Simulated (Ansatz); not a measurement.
Problem. Free-standing sheets of MoP4Si2, MA2Z4 (prismatic core, outer Z over the empty site)-type layer and VGe2N4, MA2Z4 (prismatic core, outer Z over the empty site)-type layer are relaxed with the program Ansatz at the PBE level (PAW). Aligned at the vacuum level, what band offsets and what type of junction result?

Solution. MoP4Si2: VBM -5.26, CBM -4.58 eV; VGe2N4: VBM -5.78, CBM -5.69 eV. Valence offset 0.52 eV (MoP4Si2 higher), conduction offset 1.11 eV (VGe2N4 lower): type III (broken gap).

Mismatch of the primitive lattice constants: 3.471 against 3.005 Å, 15.5 %.

Natural alignment of Kohn–Sham levels: no interface dipole, strain or quasiparticle shift.

Spin orders computed, not proven ground states: VGe2N4, MA2Z4 (prismatic core, outer Z over the empty site)-type layer ferromagnetic. All cells were relaxed under the symmetry of their starts (and spin orders); stability against distortions was not tested throughout. Rows with no word on spin ran without spin polarisation. Spin–orbit coupling is left out wherever it is not named. Constructed layers (a layer type filled with these elements): MoP4Si2, MA2Z4 (prismatic core, outer Z over the empty site)-type layer; VGe2N4, MA2Z4 (prismatic core, outer Z over the empty site)-type layer.

Potentials: the later of the program's two PAW sets.
